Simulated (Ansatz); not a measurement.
**Calculated with Ansatz: TlInF$_{2}$, settings compared**

Input:

```yaml
crystal:
  lattice:
    - [-3.633743, 3.633743, 3.07204]
    - [3.633743, -3.633743, 3.07204]
    - [3.633743, 3.633743, -3.07204]
  atoms:
    - { symbol: Tl, position: [0.25, 0.25, 0.0] }
    - { symbol: Tl, position: [0.75, 0.75, 0.0] }
    - { symbol: In, position: [0.75, 0.25, 0.5] }
    - { symbol: In, position: [0.25, 0.75, 0.5] }
    - { symbol: F, position: [0.6813, 0.1813, 0.8626] }
    - { symbol: F, position: [0.1813, 0.3187, 0.5] }
    - { symbol: F, position: [0.3187, 0.8187, 0.1374] }
    - { symbol: F, position: [0.8187, 0.6813, 0.5] }
  symmetry: { tolerance: 0.0003 }
kpoints:
  mp_grid: { grid: [4, 4, 4], shift: [0, 0, 0] }
magnetization:
  spin_polarized: false
scf:
  occupations: { method: fermi_dirac, width: 0.1061 }
hamiltonian:
  pseudopotentials: { kind: paw }
  xc: pbe
basis:
  ecutwfc: 420
output:
  forces: true
  stress: true
  eigenvalues: true
```

Launch command:

```bash
ansatz run input.yaml --threads 1 --pin off --max-ram 2560MiB --backend cpu --events-out ev --progress --plain --runs-dir out
```

Origin of the cell: a known structure type with other elements, at an estimated volume, so it need not be a known compound.

Output of this run (shortened):

```
SCF iter   1: F=—  HF=-37317.943262 eV  Δρ=1.42e-3  dr2=2.80e-3
SCF iter   2: F=—  HF=-37317.946023 eV  Δρ=9.87e-4  dr2=1.27e-3
SCF iter   3: F=—  HF=-37317.946442 eV  Δρ=3.67e-4  dr2=2.00e-4
SCF iter   4: F=—  HF=-37317.946434 eV  Δρ=2.28e-4  dr2=5.92e-5
SCF iter   5: F=—  HF=-37317.946470 eV  Δρ=5.34e-5  dr2=5.85e-6
SCF iter   6: F=—  HF=-37317.946472 eV  Δρ=1.08e-5  dr2=3.37e-7
SCF iter   7: F=-37317.946472 eV  HF=-37317.946472 eV  Δρ=3.75e-6  dr2=4.21e-8
SCF 1 converged in 7 iterations: F = -37317.946472 eV  dr2 = 4.21e-8
SCF converged after 7 iterations
Free energy (F): -37317.946472 eV
Harris-Foulkes:  -37317.946472 eV  (|F-HF|=1.64e-8)
Internal energy: -37317.890892 eV  (E = F + TS)
E sigma→0 (E₀):  -37317.918682 eV
Entropy (-TS):   -0.055581 eV (-6.948 meV/atom)
Fermi energy:    7.542683 eV
--- Per-component energies (eV) ---
  E_band       = -250.602915
  E_kinetic    = 1969.195663
  E_local      = -6547.813246  (includes V_loc(G=0)·N_el)
  E_nonlocal   = 1662.279186
  E_hartree    = 2477.721341
  E_xc         = -1214.067997
  E_vxc        = -893.868307  (∫ρ·V_xc dr)
  E_paw        = -29427.151245  (= ΣΔE_a)
  E_vpaw       = -1395.853205  (= ΣTr[D̂ρ^β])
  E_aug_tail   = 0.008278  (compensation charges beyond the density's cutoff)
  E_ewald      = -6238.062872
  E_smearing   = -0.055581  (= −TS)
  Σ components = -37317.946472   (vs F -37317.946472, Δ=0.00e0)
--- Forces (eV/Å), atoms counted from 1 ---
  atom   1  Tl    -0.000000    -0.000000     0.000000
  atom   2  Tl    -0.000000    -0.000000     0.000000
  atom   3  In    -0.000000     0.000000     0.000000
  atom   4  In     0.000000     0.000000     0.000000
  atom   5  F      0.358018     0.358018     0.000000
  atom   6  F     -0.358018     0.358018     0.000000
  atom   7  F     -0.358018    -0.358018     0.000000
  atom   8  F      0.358018    -0.358018     0.000000
  max |Σ_I F_I| component: 5.55e-17 eV/Å
--- Stress (GPa, compression-positive) ---
        1.792237      -0.000000       0.000000
       -0.000000       1.792237       0.000000
        0.000000       0.000000       6.760583
  P = ⅓ Tr σ = 3.4484 GPa (34.484 kbar)
```

The same input was run again with these changes:

1. `scf.convergence.dr2_threshold` default → 1.0e-09; `hamiltonian.xc` pbe → revpbe; `magnetization` { spin_polarized: false } → { spin_polarized: true } (starts: random); typed moments: Tl1 -4, Tl2 -2, In3 -4, In4 -0.5, F5 -4, F6 2, F7 2, F8 -4
2. `scf.eigensolver.kind` default → davidson
3. `hamiltonian.pseudopotentials` { kind: paw } → { kind: nc, accuracy: standard }; `scf.occupations.method` fermi_dirac → cold; `scf.occupations.width` 0.1061 → 0.3
4. `scf.occupations.width` 0.1061 → 0.01

```tsv
run	end	SCF iterations	P (GPa)	max force component (eV/Å)	moment (μB)	ΔE(σ→0) (meV/atom)
base	converged	7	3.45	0.358	–	0
1	converged	18	5.51	0.420	0.00	–
2	converged	7	3.45	0.358	–	0.00
3	converged	10	-0.03	0.184	–	–
4	converged	6	3.31	0.344	–	0.82
```

Energies are compared only where functional, datasets, charge and starting cell are the same.

Not properties of the system: run 3 (too coarse or loose: `scf.occupations.width` = 0.3).

Caveats of the base run: no spin, though holes on the anions or broken bonds may carry moments; no spin-orbit coupling, though heavy elements are present; the k mesh is coarse if the cell is a metal.

Run 1: a starting moment was lost; forces of this functional can be a tenth off on datasets made under PBE.
Run 3: the cutoff lies below the datasets' advice; wide smearing.

The base run took 5.6 s of wall time on 1 CPU thread(s) of a shared host, from the program's own first density.
